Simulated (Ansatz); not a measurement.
BN (wurtzite, P6_3mc), plane-wave PAW PBE (Ansatz code). The conduction-band minimum lies at K, with 2 equivalent valleys. Second derivatives d²E/dk² of the lowest band at one valley (eV·Å²), along Cartesian directions:

```tsv
direction	d²E/dk²
[100]	14.81
[010]	14.81
[001]	24.82
[110]	14.81
[101]	19.81
[011]	19.81
```

Q: Find the principal effective masses, the density-of-states mass and the conductivity mass.

A: Off-diagonal terms follow from H_xy = H[110] − (H_xx + H_yy)/2, and m*/mₑ = 7.620 eV·Å² over each eigenvalue: 0.31, 0.51, 0.51. One valley's DOS mass (m₁m₂m₃)^(1/3) = 0.43, conductivity mass 3/(Σ 1/mᵢ) = 0.42 mₑ.

Q: What effective density of states Nc follows at 300 K for parabolic valleys?

A: Nc = 2.509e19 × 2 × (0.43)^(3/2) ≈ 1.4e19 cm⁻³.

The cell was relaxed with PBE under the symmetry of its start.

Potentials: the later of the program's two PAW sets.

Edges and masses are those of Kohn–Sham bands, whose gap is no quasiparticle gap.
